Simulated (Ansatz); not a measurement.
The calculation used DFT PBE, scalar-relativistic, plane waves, PAW in Ansatz. All cells share a 420 eV cutoff and Γ-centred k meshes spaced at most about 0.3 Å⁻¹ (about 0.25 or finer for metals, 2π included). Collinear spin in cells that started with moments and kept them past the coarse steps, no spin elsewhere.

All energies are static (0 K, no zero-point motion).

Two relaxed structures of LaSc2F:

1. (site moments under 0.1 μB)

```
La Sc F
1.0
     4.08530    0.00000    0.00000
     0.00000    4.08530    0.00000
     0.00000    0.00000    5.70963
La Sc F
1 2 1
Direct
  0.50000 0.50000 0.50000
  0.00000 0.00000 0.50000
  0.50000 0.50000 0.00000
  0.00000 0.00000 0.00000
```

2. (no spin)

```
La Sc F
1.0
     4.23546    0.00000    0.00000
     0.00000    4.23546    0.00000
     0.00000    0.00000    5.47549
La Sc F
1 2 1
Cartesian
  2.1177 2.1177 0.0000
  0.0000 0.0000 0.0000
  0.0000 0.0000 2.7377
  2.1177 2.1177 2.7377
```

Question: Which arrangement of the elements on these sites is preferred, and by what margin?

Answer: Cell 2 is lower, by 0.31 eV/atom. The two share one framework of sites and differ in which element sits where. Cell 1 has space group P4/mmm (No. 123), 23.8 Å³/atom and no gap on its mesh; cell 2 has space group P4/mmm (No. 123), 24.6 Å³/atom and no gap. Counting La or Sc atoms around F (for each partner element, those within 1.25 times its shortest distance or 1.15 times the sum of covalent radii, where it is the nearest in units of that sum or under 1.3; the shortest distance is added where it is long for a bond), cell 1 has F 6 from 2.9 Å and cell 2 has F 2. In cell 1, around La lie 6 Sc at 2.85–2.89 Å, 8 F at 4.06 Å and 4 La at 4.09 Å; around Sc on its first site lie 2 F at 2.85 Å and 4 La at 2.89 Å; around F lie 6 Sc at 2.85–2.89 Å; 1 more site not described. In cell 2, La has 2 F at 2.74 Å, 4 Sc at 2.99 Å, 8 Sc at 4.06 Å and 4 La at 4.24 Å; around Sc on its first site lie 2 Sc at 2.74 Å and 4 La at 2.99 Å; F has 2 La at 2.74 Å and 4 Sc at 2.99 Å; 1 more site not described. Both come from invented guesses. A third cell relaxed alike, in I4/mmm, lies 0.78 eV/atom below the lower of the two.

Cells relaxed within their symmetry can be saddle points.
